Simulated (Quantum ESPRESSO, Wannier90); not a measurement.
Wannier functions of SnSe2 (CdI2 type)

Structure: Materials Project mp-665, symmetrised, not relaxed again. COD (Crystallography Open Database) has the formula in 2 space groups, this one among them (matched by group alone). Computed values, not measurements, from PBEsol: Quantum ESPRESSO (norm-conserving PseudoDojo potentials, cutoff 69 Ry, no spin polarisation, no spin-orbit coupling) on a Γ-centred 12×12×6 mesh, then Wannier90. Density: 12×12×6 mesh, Gaussian smearing 0.01 Ry. The cell is built of weakly bound layers, chains or molecules, whose nearest atoms lie 4.01 Å apart. Database cells relaxed without dispersion often hold them too far apart, which can enlarge gaps and weakens couplings between them; spacing and stacking were not compared with the measured crystal. Spin-orbit coupling is left out although heavy elements are present.

Input w.win:

```
num_bands = 21
num_wann = 12
exclude_bands = 1-15
num_iter = 0
conv_tol = 1.0e-6
conv_window = 4
dis_num_iter = 1000
dis_conv_tol = 1.0e-6
dis_froz_max = 9.53
write_hr = true
write_u_matrices = true
begin projections
Sn: s;p
Se: s;p
end projections
begin unit_cell_cart
ang
    3.8419000005    0.0000000000    0.0000000000
   -1.9209500003    3.3271829992    0.0000000000
    0.0000000000    0.0000000000    6.4858800000
end unit_cell_cart
begin atoms_frac
Sn   0.0000000000  0.0000000000  0.0000000000
Se  -0.3333333333  0.3333333333 -0.2429000000
Se   0.3333333333 -0.3333333333  0.2429000000
end atoms_frac
mp_grid = 12 12 6
begin kpoints
0.0000000000 0.0000000000 0.0000000000
0.0000000000 0.0000000000 0.1666666667
0.0000000000 0.0000000000 0.3333333333
... (861 more lines: the 12x12x6 mesh through Gamma)
end kpoints
```

On the energy scale of pw.x, whose zero is arbitrary, the valence-band maximum lies at 7.38 eV. Lines of w_hr.dat (R1 R2 R3 m n Re Im, eV) for R = 0 and one of the shortest lattice vectors, rounded to 0.01 eV, lines under 0.02 eV left out; orbitals in order: Sn1 s, Sn1 pz, Sn1 px, Sn1 py, Se2 s, Se2 pz, Se2 px, Se2 py, Se3 s, Se3 pz, Se3 px, Se3 py.

```
    0    0    0    1    1     3.07     0.00
    0    0    0    5    1    -0.89     0.00
    0    0    0    6    1    -1.01     0.00
    0    0    0    7    1    -1.20     0.00
    0    0    0    8    1     0.69     0.00
    0    0    0    9    1    -0.89     0.00
    0    0    0   10    1     1.01     0.00
    0    0    0   11    1     1.20     0.00
    0    0    0   12    1    -0.69     0.00
    0    0    0    2    2    10.20     0.00
    0    0    0    5    2     0.96     0.00
    0    0    0    6    2     0.33     0.00
    0    0    0    7    2     1.32     0.00
    0    0    0    8    2    -0.76     0.00
    0    0    0    9    2    -0.96     0.00
    0    0    0   10    2     0.33     0.00
    0    0    0   11    2     1.32     0.00
    0    0    0   12    2    -0.76     0.00
    0    0    0    3    3     9.99     0.00
    0    0    0    5    3     1.13     0.00
    0    0    0    6    3     1.28     0.00
    0    0    0    7    3     0.97     0.00
    0    0    0    8    3    -0.96     0.00
    0    0    0    9    3    -1.13     0.00
    0    0    0   10    3     1.28     0.00
    0    0    0   11    3     0.97     0.00
    0    0    0   12    3    -0.96     0.00
    0    0    0    4    4     9.99     0.00
    0    0    0    5    4    -0.65     0.00
    0    0    0    6    4    -0.74     0.00
    0    0    0    7    4    -0.96     0.00
    0    0    0    8    4    -0.14     0.00
    0    0    0    9    4     0.65     0.00
    0    0    0   10    4    -0.74     0.00
    0    0    0   11    4    -0.96     0.00
    0    0    0   12    4    -0.14     0.00
    0    0    0    1    5    -0.89     0.00
    0    0    0    2    5     0.96     0.00
    0    0    0    3    5     1.13     0.00
    0    0    0    4    5    -0.65     0.00
    0    0    0    5    5    -3.75     0.00
    0    0    0    6    5    -0.21     0.00
    0    0    0    9    5    -0.08     0.00
    0    0    0   10    5     0.07     0.00
    0    0    0   11    5     0.11     0.00
    0    0    0   12    5    -0.06     0.00
    0    0    0    1    6    -1.01     0.00
    0    0    0    2    6     0.33     0.00
    0    0    0    3    6     1.28     0.00
    0    0    0    4    6    -0.74     0.00
    0    0    0    5    6    -0.21     0.00
    0    0    0    6    6     6.81     0.00
    0    0    0    9    6    -0.07     0.00
    0    0    0   10    6     0.13     0.00
    0    0    0   11    6     0.09     0.00
    0    0    0   12    6    -0.05     0.00
    0    0    0    1    7    -1.20     0.00
    0    0    0    2    7     1.32     0.00
    0    0    0    3    7     0.97     0.00
    0    0    0    4    7    -0.96     0.00
    0    0    0    7    7     6.81     0.00
    0    0    0    9    7    -0.11     0.00
    0    0    0   10    7     0.09     0.00
    0    0    0   11    7     0.18     0.00
    0    0    0   12    7    -0.07     0.00
    0    0    0    1    8     0.69     0.00
    0    0    0    2    8    -0.76     0.00
    0    0    0    3    8    -0.96     0.00
    0    0    0    4    8    -0.14     0.00
    0    0    0    8    8     6.81     0.00
    0    0    0    9    8     0.06     0.00
    0    0    0   10    8    -0.05     0.00
    0    0    0   11    8    -0.07     0.00
    0    0    0   12    8     0.10     0.00
    0    0    0    1    9    -0.89     0.00
    0    0    0    2    9    -0.96     0.00
    0    0    0    3    9    -1.13     0.00
    0    0    0    4    9     0.65     0.00
    0    0    0    5    9    -0.08     0.00
    0    0    0    6    9    -0.07     0.00
    0    0    0    7    9    -0.11     0.00
    0    0    0    8    9     0.06     0.00
    0    0    0    9    9    -3.75     0.00
    0    0    0   10    9     0.21     0.00
    0    0    0    1   10     1.01     0.00
    0    0    0    2   10     0.33     0.00
    0    0    0    3   10     1.28     0.00
    0    0    0    4   10    -0.74     0.00
    0    0    0    5   10     0.07     0.00
    0    0    0    6   10     0.13     0.00
    0    0    0    7   10     0.09     0.00
    0    0    0    8   10    -0.05     0.00
    0    0    0    9   10     0.21     0.00
    0    0    0   10   10     6.81     0.00
    0    0    0    1   11     1.20     0.00
    0    0    0    2   11     1.32     0.00
    0    0    0    3   11     0.97     0.00
    0    0    0    4   11    -0.96     0.00
    0    0    0    5   11     0.11     0.00
    0    0    0    6   11     0.09     0.00
    0    0    0    7   11     0.18     0.00
    0    0    0    8   11    -0.07     0.00
    0    0    0   11   11     6.81     0.00
    0    0    0    1   12    -0.69     0.00
    0    0    0    2   12    -0.76     0.00
    0    0    0    3   12    -0.96     0.00
    0    0    0    4   12    -0.14     0.00
    0    0    0    5   12    -0.06     0.00
    0    0    0    6   12    -0.05     0.00
    0    0    0    7   12    -0.07     0.00
    0    0    0    8   12     0.10     0.00
    0    0    0   12   12     6.81     0.00
   -1   -1    0    3    1     0.03     0.00
   -1   -1    0    4    1     0.04     0.00
   -1   -1    0    2    2    -0.14     0.00
   -1   -1    0    3    2     0.03     0.00
   -1   -1    0    1    3    -0.03     0.00
   -1   -1    0    2    3     0.03     0.00
   -1   -1    0    4    3     0.24     0.00
   -1   -1    0    7    3    -0.04     0.00
   -1   -1    0    1    4    -0.04     0.00
   -1   -1    0    3    4     0.24     0.00
   -1   -1    0    4    4     0.29     0.00
   -1   -1    0   12    4    -0.03     0.00
   -1   -1    0    5    5    -0.03     0.00
   -1   -1    0    7    5     0.03     0.00
   -1   -1    0    8    5     0.06     0.00
   -1   -1    0    6    6    -0.10     0.00
   -1   -1    0    8    6    -0.13     0.00
   -1   -1    0    5    7    -0.04     0.00
   -1   -1    0    6    7     0.11     0.00
   -1   -1    0    7    7     0.03     0.00
   -1   -1    0    8    7     0.24     0.00
   -1   -1    0    4    8    -0.03     0.00
   -1   -1    0    5    8    -0.05     0.00
   -1   -1    0    6    8     0.08     0.00
   -1   -1    0    7    8     0.08     0.00
   -1   -1    0    8    8     0.22     0.00
   -1   -1    0    9    9    -0.03     0.00
   -1   -1    0   11    9     0.04     0.00
   -1   -1    0   12    9     0.05     0.00
   -1   -1    0   10   10    -0.10     0.00
   -1   -1    0   11   10     0.11     0.00
   -1   -1    0   12   10     0.08     0.00
   -1   -1    0    3   11    -0.04     0.00
   -1   -1    0    9   11    -0.03     0.00
   -1   -1    0   11   11     0.03     0.00
   -1   -1    0   12   11     0.08     0.00
   -1   -1    0    9   12    -0.06     0.00
   -1   -1    0   10   12    -0.13     0.00
   -1   -1    0   11   12     0.24     0.00
   -1   -1    0   12   12     0.22     0.00
```
